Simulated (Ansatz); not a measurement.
Total density of states per atom from PBE (plane waves, PAW; program Ansatz), in 0.25 eV bins, energy from the valence-band maximum:

```tsv
E (eV)	states/eV/atom
-7.85	0.00
-7.60	0.00
-7.35	0.00
-7.10	0.00
-6.85	0.00
-6.60	0.00
-6.35	0.00
-6.10	0.00
-5.85	0.00
-5.60	0.00
-5.35	0.00
-5.10	0.00
-4.85	0.00
-4.60	0.00
-4.35	0.30
-4.10	0.53
-3.85	0.87
-3.60	0.87
-3.35	1.74
-3.10	0.86
-2.85	0.53
-2.60	1.68
-2.35	2.55
-2.10	0.90
-1.85	0.59
-1.60	0.94
-1.35	1.25
-1.10	1.04
-0.85	0.66
-0.60	0.47
-0.35	0.18
-0.10	0.05
0.15	0.00
0.40	0.03
0.65	0.37
0.90	0.52
1.15	0.92
1.40	0.66
1.65	0.53
1.90	0.60
2.15	0.84
2.40	1.30
2.65	1.35
2.90	0.89
3.15	0.00
3.40	0.01
3.65	0.48
3.90	0.98
4.15	1.12
4.40	1.00
4.65	0.57
4.90	0.87
5.15	0.33
```

### Question
Which of these materials gives this?
A) ZrSe2, CdI2 type
B) GaP, zinc blende
C) ZrSi2, Cmcm (Zr on 4c, Si on 4c, Si on 4c)
D) Si2Mo, MoSi2 or CaC2 type

### Answer
A, ZrSe2, CdI2 type. Top 1 eV of the valence band: Se 4p 89 %, Zr 4d 9 %. Bottom 1 eV of the conduction band: Zr 4d 78 %, Se 4p 18 %. Projections are on Löwdin-orthogonalised atomic valence shells; empty p or d shells of many metals are not among them.

Space group P-3m1 (CdI2 type). Symmetry was held in the PBE relaxation. The run is not spin-polarised. A crystal of weakly bound layers computed without a dispersion correction: the cell and the soft elastic constants depend strongly on that. Scalar-relativistic: spin–orbit coupling is off unless named, which matters more the heavier the elements.

Potentials: the earlier of the program's two PAW sets.
